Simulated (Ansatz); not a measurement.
SrGaHO2:
```
CELL_PARAMETERS angstrom
      3.93838     0.00000     0.00000
      0.00000     3.93838     0.00000
      0.00000     0.00000     3.60148
ATOMIC_POSITIONS crystal
  Sr 0.50000 0.50000 0.50000
  Ga 0.00000 0.00000 0.00000
  O  0.50000 0.00000 0.00000
  O  0.00000 0.50000 0.00000
  H  0.00000 0.00000 0.50000
```

Relaxed with r²SCAN. Independent-particle spectrum: no excitons, no local fields, no scissors shift; 0.1 eV broadening; ε₁ of the summed bands alone.

Problem. Tabulate the dielectric function from r²SCAN (plane waves, PAW; program Ansatz).

Solution. 

| E (eV) | ε₁ xx | ε₂ xx | ε₁ zz | ε₂ zz |
|---|---|---|---|---|
| 0.0 | 4.22 | 0.00 | 4.85 | 0.00 |
| 0.3 | 4.23 | 0.00 | 4.86 | 0.00 |
| 0.6 | 4.25 | 0.00 | 4.91 | 0.00 |
| 0.9 | 4.28 | 0.00 | 4.99 | 0.00 |
| 1.2 | 4.32 | 0.00 | 5.13 | 0.00 |
| 1.5 | 4.39 | 0.00 | 5.45 | 0.01 |
| 1.8 | 4.48 | 0.00 | 5.78 | 0.78 |
| 2.1 | 4.61 | 0.02 | 5.37 | 1.07 |
| 2.4 | 4.78 | 0.06 | 5.15 | 1.12 |
| 2.7 | 5.09 | 0.25 | 5.04 | 1.12 |
| 3.0 | 5.07 | 0.56 | 5.01 | 1.11 |
| 3.3 | 5.05 | 0.70 | 5.04 | 1.10 |
| 3.6 | 5.08 | 0.81 | 5.12 | 1.11 |
| 3.9 | 5.15 | 0.91 | 5.25 | 1.15 |
| 4.2 | 5.26 | 1.02 | 5.44 | 1.21 |
| 4.5 | 5.44 | 1.16 | 5.69 | 1.33 |
| 4.8 | 5.72 | 1.39 | 6.04 | 1.53 |
| 5.1 | 6.08 | 2.07 | 6.50 | 1.89 |
| 5.4 | 5.81 | 2.69 | 7.07 | 2.56 |
| 5.7 | 5.66 | 3.23 | 7.71 | 3.91 |
| 6.0 | 4.45 | 3.59 | 6.22 | 5.98 |
| 6.3 | 4.56 | 3.31 | 5.18 | 6.87 |
| 6.6 | 5.00 | 2.83 | 2.04 | 6.50 |
| 6.9 | 5.80 | 4.13 | 2.04 | 5.30 |
| 7.2 | 4.28 | 5.97 | 2.01 | 4.08 |
| 7.5 | 2.64 | 5.79 | 2.68 | 4.62 |
| 7.8 | 1.81 | 4.63 | 1.59 | 4.88 |
| 8.1 | 1.87 | 3.88 | 2.00 | 3.65 |
| 8.4 | 1.96 | 4.35 | 1.94 | 4.06 |
| 8.7 | 1.44 | 3.98 | 1.56 | 4.12 |
| 9.0 | 0.99 | 3.68 | 1.46 | 3.78 |
| 9.3 | 0.89 | 2.88 | 1.32 | 3.78 |
| 9.6 | 1.39 | 2.50 | 1.68 | 3.40 |
| 9.9 | 1.84 | 2.60 | 1.41 | 4.25 |
| 10.2 | 2.14 | 3.01 | 1.58 | 4.02 |
| 10.5 | 1.77 | 3.69 | 0.10 | 5.46 |
| 10.8 | 1.41 | 3.43 | -0.87 | 3.53 |
| 11.1 | 0.81 | 3.41 | -0.41 | 2.92 |
| 11.4 | 0.45 | 3.21 | -0.50 | 2.98 |
| 11.7 | 0.14 | 2.68 | -0.38 | 2.23 |
| 12.0 | 0.33 | 2.15 | -0.26 | 2.35 |

Problem. From ε at 3.1 eV (xx: 5.06 + 0.61i), find n, k, the normal reflectivity and the absorption coefficient.

Solution. n = 2.25, k = 0.135, R = 15 %, α = 2kE/ħc = 42000 cm⁻¹.

With all bands, ε∞ without local fields is 4.35 (xx = yy), 4.99 (zz).

Space group P4/mmm. The start of the workflow was typed in or built on a structure type; neither database checked (COD, Materials Project) lists it. Whether it is the stable phase at ambient conditions was not checked. Symmetry was held in the r²SCAN relaxation; its stability against distortions is not shown here. Spin–orbit coupling is left out wherever it is not named.

Potentials: the earlier of the program's two PAW sets. The files were generated under PBE; for other functionals the program regenerates the frozen cores, and for LDA and PBEsol the local potential too.
